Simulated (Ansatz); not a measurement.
NbSi (rock salt, Fm-3m), DFT-r²SCAN in the program Ansatz with PAW potentials, all energies at zero smearing, with the estimated change up to a 700 eV cutoff added, with one set of potentials and settings (totals compare only within such a set). Cell of 2 atoms (1 Si, 1 Nb): -5203.170 eV.

| element | reference phase | E (eV/atom) |
|---|---|---|
| Si | Fd-3m, 2 atoms in the cell | -639.0667 |
| Nb | Im-3m, 1 atoms in the cell | -4563.6321 |

Formation energy per atom, worked out: (-5203.170 − 1×(-639.0667) − 1×(-4563.6321))/2 = -0.235 eV/atom (-23 kJ per mol of atoms), at 0 K, without zero-point energy or fitted corrections.

A made-up cell: these elements were put on the sites of a structure type; neither database checked (COD, Materials Project) lists it. Its standing as an ambient phase is unchecked. The cell was relaxed with r²SCAN under the symmetry of its start; whether a distortion lowers the energy is not shown. The run is not spin-polarised. The references are the lowest solids computed at this level, not always the standard phases.

Potentials: the later of the program's two PAW sets.
